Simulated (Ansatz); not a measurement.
An Ansatz (a quantum-chemistry and plane-wave program) run. Input:

Ansatz 0.2 input:
```yaml
crystal:
  lattice:
    - [0.0, 3.9561564024, 3.9561564024]
    - [3.9561564024, 0.0, 3.9561564024]
    - [3.9561564024, 3.9561564024, 0.0]
  atoms:
    - { symbol: Cs, position: [0.0, 0.0, 0.0] }
kpoints:
  mp_grid: { grid: [19, 19, 19] }
hamiltonian:
  xc: r2scan
  pseudopotentials: { azcp: { folder: ./paw }, kind: paw }
scf:
  occupations: { method: fermi_dirac, width: 0.1 }
elastic: { mode: relaxed_ion, stencil: two_point, amplitude: 0.005, f_tol: 0.0005 }
```

Output (shortened):

```
Pseudopotential: Cs, paw, valence charge 9
Functional definition: r2SCAN
Crystal: 1 atoms, lattice volume = 123.837 Å³
Basis set: ecut = 500 eV, 3143 PW (Γ), exchange–correlation on 180×180×180 points (64 copies of the dense FFT grid, shifted against one another)
Bands: 9, of which v1, the nominal top of the filled ones, is band 5 counted from 1 (4 counted from 0)
Symmetry: 48 space group operations
Space group: Fm-3m (ITA 225), of the structure as read, at distance tolerance 5.0e-5 Å
k-points: 220 of 6859
the search or the solves at the SCF's close seem to have found levels that the self-consistency loop had missed (the run counts 1) …
SCF 1 converged in 13 iterations: F = -5686.071313 eV  dr2 = 2.93e-15
Crystal: 1 atoms, lattice volume = 123.837 Å³
SCF 2 converged in 2 iterations: F = -5686.071313 eV  dr2 = 1.94e-15
Crystal: 1 atoms, lattice volume = 123.218 Å³
Basis set: ecut = 500 eV, 3127 PW (Γ), exchange–correlation on 180×180×180 points (64 copies of the dense FFT grid, shifted against one another)
Symmetry: 16 space group operations
k-points: 550 of 6859
SCF 3 converged in 10 iterations: F = -5686.071274 eV  dr2 = 1.12e-14
Crystal: 1 atoms, lattice volume = 124.456 Å³
SCF 4 converged in 8 iterations: F = -5686.071316 eV  dr2 = 3.26e-15
Crystal: 1 atoms, lattice volume = 123.836 Å³
Basis set: ecut = 500 eV, 3139 PW (Γ), exchange–correlation on 180×180×180 points (64 copies of the dense FFT grid, shifted against one another)
Symmetry: 8 space group operations
k-points: 1000 of 6859
SCF 5 converged in 10 iterations: F = -5686.071301 eV  dr2 = 9.43e-16
Crystal: 1 atoms, lattice volume = 123.836 Å³
SCF 6 converged in 6 iterations: F = -5686.071301 eV  dr2 = 6.98e-14
SCF converged after 2 iterations
Free energy (F): -5686.071313 eV
Harris-Foulkes:  -5686.071313 eV  (|F-HF|=9.09e-13)
Internal energy: -5686.033214 eV  (E = F + TS)
E sigma→0 (E₀):  -5686.052264 eV
Entropy (-TS):   -0.038098 eV (-38.098 meV/atom)
Fermi energy:    2.021234 eV
--- Per-component energies (eV) ---
  E_band       = -99.600481
  E_kinetic    = 142.057882
  E_local      = -401.069942  (includes V_loc(G=0)·N_el)
  E_nonlocal   = 22.310289
  E_hartree    = 141.720326
  E_xc         = -166.709490
  E_vxc        = -148.291295  (∫ρ·V_xc dr)
  E_paw        = -5086.459896  (= ΣΔE_a)
  E_vpaw       = -5.175186  (= ΣTr[D̂ρ^β])
  E_aug_tail   = -0.000006  (compensation charges beyond the density's cutoff)
  E_vtau       = 7.127124  (kinetic-family band-sum trace: ∫τ·v_τ [+ j·A + Jᵃ·Aᵃ] dr)
  E_ewald      = -337.932258
  E_core_change = 0.049880  (= ΣΔE_core)
  E_smearing   = -0.038098  (= −TS)
  E_closure    =  0.000000  (closes the sum)
  Σ components = -5686.071313   (vs F -5686.071313, Δ=0.00e0)
--- Forces (eV/Å), atoms counted from 1 ---
  atom   1  Cs     0.00000000     0.00000000     0.00000000
  max |Σ_I F_I| component: 0.0 eV/Å
--- Stress (GPa, compression-positive) ---
        0.005561       0.000000       0.000000
        0.000000       0.005561       0.000000
        0.000000       0.000000       0.005561
  P = ⅓ Tr σ = 0.0056 GPa (0.056 kbar)
--- Band table (eV; the first three rows and the last of 220) ---
  k-point 0: bands = ["-22.8155", "-9.1902", "-9.1902", "-9.1902", "0.3124", "4.7324", "4.7324", "4.7324", "5.8349"]
  k-point 1: bands = ["-22.8154", "-9.1932", "-9.1906", "-9.1906", "0.3411", "4.6592", "4.7461", "4.7461", "5.8022"]
  k-point 2: bands = ["-22.8150", "-9.2019", "-9.1917", "-9.1917", "0.4262", "4.4732", "4.7815", "4.7815", "5.7255"]
  k-point 219: bands = ["-22.8092", "-9.2627", "-9.2585", "-9.2293", "2.7835", "3.2282", "3.2623", "4.3823", "6.4440"]
--- Elastic constants: 2 strain directions × 2 members + reference (group order 48) ---
  dense FFT box of the reference and of every strained cell: 45×45×45
  strains applied: 11, 23; error gains: componentwise 1.00 (the most a stress slope's error grows in a printed constant), spectral 1.73 (1 for all six strains …
  C = ∂σ_k/∂η_j (tension-positive GPa; Voigt order 11 22 33 23 13 12):
         1.851      1.747      1.747      0.000      0.000      0.000
         1.747      1.851      1.747      0.000      0.000      0.000
         1.747      1.747      1.851      0.000      0.000      0.000
         0.000      0.000      0.000      1.274      0.000      0.000
         0.000      0.000      0.000      0.000      1.274      0.000
         0.000      0.000      0.000      0.000      0.000      1.274
  reference stress σ⁰ (GPa):     -0.006     -0.006     -0.006      0.000      0.000      0.000
  moduli (Voigt/Reuss/Hill, GPa): K = 1.78/1.78/1.78   G = 0.79/0.12/0.45   E = 1.25   ν = 0.383
  mechanically stable: yes (min eigenvalue of sym C = 0.10 GPa)
  strain η (Voigt 11):  stress-route row diagonal C_11 = 1.85 GPa, energy-path curvature d²(F+E_count+ΔE)/dδ²/Ω₀ = 1.85 GPa
         δ    σ_11 (GPa)             F (eV)   n_scf  n_hpsi   n_pw
    -5.000e-3      -0.0148       -5686.0712735      10  136277   3153   relax 0 steps, max|allowed force component| 0.00e0 eV/Å
     5.000e-3       0.0037       -5686.0713165       8  129918   3187   relax 0 steps, max|allowed force component| 0.00e0 eV/Å
  strain η (Voigt 23):  stress-route row diagonal C_44 = 1.27 GPa, energy-path curvature d²(F+E_count+ΔE)/dδ²/Ω₀ = 1.28 GPa
         δ    σ_23 (GPa)             F (eV)   n_scf  n_hpsi   n_pw
    -5.000e-3      -0.0064       -5686.0713006      10  249679   3170   relax 0 steps, max|allowed force component| 0.00e0 eV/Å
     5.000e-3       0.0064       -5686.0713006       6  193387   3170   relax 0 steps, max|allowed force component| 0.00e0 eV/Å
```

Cost: around 15 core-minutes (rough) on shared cores.

The first step of the workflow began from a Materials Project structure, measured or hypothetical; the Crystallography Open Database files this formula in space group No. 225, but the cells were not matched. It is not the phase usual at ambient conditions (space group No. 229). The cell was relaxed with r²SCAN under the symmetry of its start; whether a distortion lowers the energy is not shown. As this level gives no gap, shear constants depend on the k-mesh and smearing (Fermi–Dirac, 0.1 eV here). Scalar-relativistic: spin–orbit coupling is off unless named, which matters more the heavier the elements.

Potentials: the earlier of the program's two PAW sets.

Ansatz is a plane-wave DFT program.
